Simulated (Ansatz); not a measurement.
# Zone-centre phonons of MnV at 6 GPa: input and output

Computed with Ansatz 0.2.0, DFT LDA, scalar-relativistic, plane waves, PAW.

Launched with:
```bash
ansatz run input.yaml --threads 1 --pin off --max-ram 3072MiB --backend cpu --events-out ev --progress --plain --runs-dir out
```

Input (bare energies are in eV):
```yaml
crystal:
  lattice:
    - [2.7918514865, 0.0, 0.0]
    - [0.0, 2.7918514865, 0.0]
    - [0.0, 0.0, 2.7918514865]
  atoms:
    - { symbol: Mn, position: [0.0, 0.0, 0.0] }
    - { symbol: V, position: [0.5, 0.5, 0.5] }
basis:
  ecutwfc: 420
kpoints:
  mp_grid: { grid: [16, 16, 16] }
hamiltonian:
  xc: lda
scf:
  occupations: { method: fermi_dirac, width: 0.15 }
output:
  eigenvalues: true
phonons:
  method: dfpt
  eigenvectors: true
```

Results section of the output:
```
--- Phonons (Γ-DFPT): 2 representative perturbations + reference, on 405 of 4096 k-points (Σ response iterations 6) ---
  k mesh reduced under 8 symmetry operations, with k and −k counted as one. Each operation leaves every solved perturbation unchanged. A smaller set is not used because it would not reduce the number of displacements ...
  ASR residual: 7.019e-4 → 0.000e0 eV/Å²; symmetrization residual: 5.190e-6 eV/Å²
  ASR residual per site (eV/Å²): 6.07e-4 7.02e-4
  Γ frequencies (cm⁻¹): 0.00 0.00 0.00 266.87 266.87 266.87
  non-analytic LO–TO correction: not included (Born effective charges unavailable; polar crystals: no LO–TO splitting at Γ)
```

Time: 46 s on 1 thread of Arm Neoverse V2, with other jobs on the host, peak memory 0.88 GiB.

In a metal, frequencies and elastic constants depend on the k mesh and the smearing, soft modes and shear constants most. Spin polarisation was left out, and a magnetic state may lie lower. Other phases may be more stable at this pressure.